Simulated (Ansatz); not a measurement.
Molecular dynamics on a 2×2×1 supercell (16 atoms) of CdSiN2 (ordering on zincblende), relaxed with r2SCAN. Forces come from PBEsol in Ansatz 0.2.0: a Nosé-Hoover thermostat at fixed volume, 1000 K, steps of 1.5 fs. Spin polarisation is off, nuclei are classical, and the run is far too short for thermal averages. The structure comes from a prototype and may be hypothetical.

```yaml
crystal:
  lattice:
    - [6.0679768871, 0.0, 0.0]
    - [0.0, 6.0679768871, 0.0]
    - [0.0, 0.0, 5.1102333252]
  atoms:
    - { symbol: Cd, position: [0.0, 0.0, 0.0] }
    - { symbol: "N", position: [0.0, 0.25, 0.3197391377] }
    - { symbol: Si, position: [0.25, 0.25, 0.5] }
    - { symbol: "N", position: [0.25, 0.0, 0.6802608623] }
    - { symbol: Cd, position: [0.0, 0.5, 0.0] }
    - { symbol: "N", position: [0.0, 0.75, 0.3197391377] }
    - { symbol: Si, position: [0.25, 0.75, 0.5] }
    - { symbol: "N", position: [0.25, 0.5, 0.6802608623] }
    - { symbol: Cd, position: [0.5, 0.0, 0.0] }
    - { symbol: "N", position: [0.5, 0.25, 0.3197391377] }
    - { symbol: Si, position: [0.75, 0.25, 0.5] }
    - { symbol: "N", position: [0.75, 0.0, 0.6802608623] }
    - { symbol: Cd, position: [0.5, 0.5, 0.0] }
    - { symbol: "N", position: [0.5, 0.75, 0.3197391377] }
    - { symbol: Si, position: [0.75, 0.75, 0.5] }
    - { symbol: "N", position: [0.75, 0.5, 0.6802608623] }
kpoints:
  mp_grid: { grid: [2, 2, 4] }
hamiltonian:
  xc: pbesol
scf:
  occupations: { method: fermi_dirac, width: 0.086 }
md:
  ensemble: nvt_nose_hoover
  temperature: 1000
  timestep: 1.5
  n_steps: 20
  initial_velocities: maxwell_boltzmann
  seed: 5343
```

Run as `ansatz run input.yaml --threads 4 --pin off --max-ram 3686MiB --backend cpu --events-out ev --progress --plain --runs-dir out`. Wall time 28 s on 4 threads of Intel(R) Xeon(R) 6975P-C (Granite Rapids), on a shared host; peak host memory 0.79 GiB.

```
step  t (fs)  T (K)  free energy F from step 0 (meV/atom)  kinetic energy (meV/atom)  largest force (eV/Å)
   0       0   1000                                   0.0                      121.2                  0.18
   1     1.5    977                                   2.9                      118.4                  0.70
   2       3    914                                  10.5                      110.8                  1.38
   3     4.5    821                                  21.9                       99.5                  2.04
   4       6    712                                  35.3                       86.3                  2.63
   5     7.5    601                                  48.9                       72.8                  3.11
   6       9    502                                  60.9                       60.9                  3.44
   7    10.5    427                                  70.1                       51.8                  3.59
   8      12    380                                  75.8                       46.1                  3.55
   9    13.5    360                                  78.3                       43.6                  3.38
  10      15    362                                  78.1                       43.9                  3.11
  11    16.5    379                                  76.0                       45.9                  2.82
  12      18    406                                  72.9                       49.1                  2.54
  13    19.5    437                                  69.2                       53.0                  2.39
  14      21    471                                  65.2                       57.1                  2.25
  15    22.5    507                                  61.0                       61.4                  2.10
  16      24    541                                  57.0                       65.6                  2.34
  17    25.5    573                                  53.4                       69.4                  2.50
  18      27    597                                  50.6                       72.4                  2.58
  19    28.5    612                                  49.1                       74.2                  2.59
  20      30    613                                  49.2                       74.3                  2.53
```

The temperature starts at 1000 K, is lowest at step 9 (360 K, 13.5 fs) and ends at 613 K. The thermostat hasn't had time to restore it. The atoms start on their lattice sites with kinetic energy alone, so much of it first passes into potential energy. By the last step the atoms have moved 0.10 Å in the root mean square, the drift of the whole cell taken out, 0.17 Å at most.

Positions (Å) and forces (eV/Å) at step 20:
```
Cd  -0.053  -0.066  -0.069     0.449  -0.157   1.614
N    0.013   1.440   1.588    -1.353   0.160   0.853
Si   1.432   1.421   2.603     0.876   1.164  -0.867
N    1.517  -0.019   3.555    -0.005  -1.278  -0.499
Cd   0.136   2.971   0.098    -0.904   0.310  -0.385
N   -0.011   4.565   1.666     0.641   0.050  -0.235
Si   1.533   4.533   2.586    -0.468  -0.224  -0.251
N    1.472   2.978   3.498     0.236   0.321  -0.479
Cd   3.031   0.098  -0.028     0.128  -0.322   0.561
N    2.969   1.375   1.695     0.077   1.427  -0.346
Si   4.474   1.560   2.573     1.196   0.074  -0.627
N    4.602   0.127   3.539    -1.126  -1.942  -1.169
Cd   2.992   3.090  -0.051     0.742  -0.309   0.655
N    3.047   4.529   1.624    -0.409   0.166   0.191
Si   4.547   4.600   2.548     0.238  -0.181   0.835
N    4.588   3.053   3.494    -0.318   0.741   0.147
```
